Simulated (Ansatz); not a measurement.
# Elastic constants of W at 8 GPa (stress–strain coefficients): input and output

Computed with Ansatz 0.2.0, DFT LDA, scalar-relativistic, plane waves, PAW.

Launched with:
```bash
ansatz run input.yaml --threads 1 --pin off --max-ram 3072MiB --backend cpu --events-out ev --progress --plain --runs-dir out
```

Input (bare energies are in eV):
```yaml
crystal:
  lattice:
    - [0.0, 1.9709002701, 1.9709002701]
    - [1.9709002701, 0.0, 1.9709002701]
    - [1.9709002701, 1.9709002701, 0.0]
  atoms:
    - { symbol: W, position: [0.0, 0.0, 0.0] }
basis:
  ecutwfc: 420
kpoints:
  mp_grid: { grid: [20, 20, 20] }
hamiltonian:
  xc: lda
scf:
  occupations: { method: fermi_dirac, width: 0.15 }
output:
  forces: true
  stress: true
  eigenvalues: true
elastic:
  mode: relaxed_ion
  amplitude: 0.005
```

From the output:
```
--- Elastic constants: 2 strain directions × 4 members + reference (group order 48) ---
  dense FFT box of the reference and of every strained cell: 20×20×20
  strains applied: 11, 23; error gains: componentwise 1.00 (the most a stress slope's error grows in a printed constant), spectral 1.73 (1 for all six strains in a standard setting)
  C = ∂σ_k/∂η_j (tension-positive GPa; Voigt order 11 22 33 23 13 12):
       152.214    434.972    434.972      0.000      0.000     -0.000
       434.972    152.214    434.972      0.000      0.000     -0.000
       434.972    434.972    152.214     -0.000      0.000      0.000
        -0.000      0.000      0.000    -65.930      0.000      0.000
        -0.000      0.000      0.000     -0.000    -65.930     -0.000
         0.000     -0.000     -0.000      0.000      0.000    -65.930
  reference stress σ⁰ (GPa):     -8.006     -8.006     -8.006      0.000      0.000     -0.000
  C* (energy form; C + prestress term) asymmetry max|C*_kj − C*_jk| = 2.274e-13 GPa — a small one proves nothing (zero by symmetry where the batch's group is 432, −43m or m−3m); a large one is finite-difference/SCF noise where every solve ...
  moduli (Voigt/Reuss/Hill, GPa): K = 340.72/340.72/340.72   G = -96.11/-83.82/-89.97   E = -295.95   ν = 0.645
  mechanically stable: NO (min eigenvalue of sym C = -282.76 GPa)
  strain η (Voigt 11):  stress-route row diagonal C_11 = 152.21 GPa, energy-path curvature d²(F+E_count+ΔE)/dδ²/Ω₀ = 152.21 GPa
    cells at ±δ against ±2δ: C11 152.53 and 153.47 GPa, apart by 0.22 % of the column's largest entry
         δ    σ_11 (GPa) F (eV) n_scf n_hpsi n_pw
    -1.000e-2      -9.5321      -10129.3763300       7  123176    308   relax 0 steps, max|allowed force component| 0.00e0 eV/Å
    -5.000e-3      -8.7664      -10129.3807011       4  109630    310   relax 0 steps, max|allowed force component| 0.00e0 eV/Å
     5.000e-3      -7.2411      -10129.3883524       4  107549    312   relax 0 steps, max|allowed force component| 0.00e0 eV/Å
     1.000e-2      -6.4627      -10129.3916270       6  110899    318   relax 0 steps, max|allowed force component| 0.00e0 eV/Å
  strain η (Voigt 23):  stress-route row diagonal C_44 = -65.93 GPa, energy-path curvature d²(F+E_count+ΔE)/dδ²/Ω₀ = -61.93 GPa
    cells at ±δ against ±2δ: C44 -65.65 and -64.82 GPa, apart by 1.26 % of the column's largest entry
         δ    σ_23 (GPa) F (eV) n_scf n_hpsi n_pw
    -1.000e-2       0.6482      -10129.3850018       8  234515    311   relax 0 steps, max|allowed force component| 0.00e0 eV/Å
    -5.000e-3       0.3283      -10129.3847826       4  187713    311   relax 0 steps, max|allowed force component| 0.00e0 eV/Å
     5.000e-3      -0.3283      -10129.3847826       4  185548    311   relax 0 steps, max|allowed force component| 0.00e0 eV/Å
     1.000e-2      -0.6482      -10129.3850018       6  205877    311   relax 0 steps, max|allowed force component| 0.00e0 eV/Å
```

It took 3.9 min on 1 thread of Intel(R) Xeon(R) Processor @ 2.50GHz (Skylake/Cascade Lake), with other jobs on the host, peak memory 0.51 GiB.

In a metal, frequencies and elastic constants depend on the k mesh and the smearing, soft modes and shear constants most. Spin–orbit coupling is left out, which can shift energies with elements as heavy as these. Other phases may be more stable at this pressure.

As the tensor has a negative eigenvalue, the Reuss and Hill moduli of a polycrystal, and E and ν formed from them, have no physical meaning here.

This fcc form isn't the element's structure at ambient conditions.